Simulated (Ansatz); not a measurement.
Equation of state of Tl from a dense series

```yaml
crystal:
  lattice:
    - [3.45600, 0.00000, 0.00000]
    - [-1.72800, 2.99298, 0.00000]
    - [0.00000, 0.00000, 5.52500]
  atoms:
    - { symbol: Tl, position: [0.33333, 0.66667, 0.25000] }
    - { symbol: Tl, position: [0.66667, 0.33333, 0.75000] }
```

Atoms are numbered in the order listed.

Structure: COD 9008519, as refined from experiment and not relaxed.

Spin–orbit coupling is left out, though it moves levels of the heavy atoms by tenths of an eV or more.

All numbers below come from DFT, LDA, all-electron LAPW, scalar-relativistic in Ansatz 0.2.0.

Sampling and basis: a Γ-centred 11×11×6 k mesh, Fermi–Dirac smearing of 0.05 eV, basis error target 0.5 meV/atom, no spin polarisation.

The cell is scaled evenly. Fractional coordinates are held (clamped ions).

```csv
V (Å³/atom),P (GPa)
26.860,0.65
28.003,-1.07
28.289,-1.43
28.575,-1.77
28.860,-2.09
29.146,-2.38
29.718,-2.92
30.289,-3.39
```

Task: Fit a third-order Birch–Murnaghan curve to the pressures.

Result: P = (3B0/2)(y^(7/2) − y^(5/2))[1 + (3/4)(B0′ − 4)(y − 1)] with y = (V0/V)^(2/3) fits within 0.01 GPa for V0 = 27.258 Å³/atom, B0 = 42.5 GPa and B0′ = 5.32.

Task: Predict the pressure at the withheld volume, 27.432 Å³/atom.

Result: There y = 0.9958, so the fit gives -0.27 GPa; the run gave -0.27 GPa.
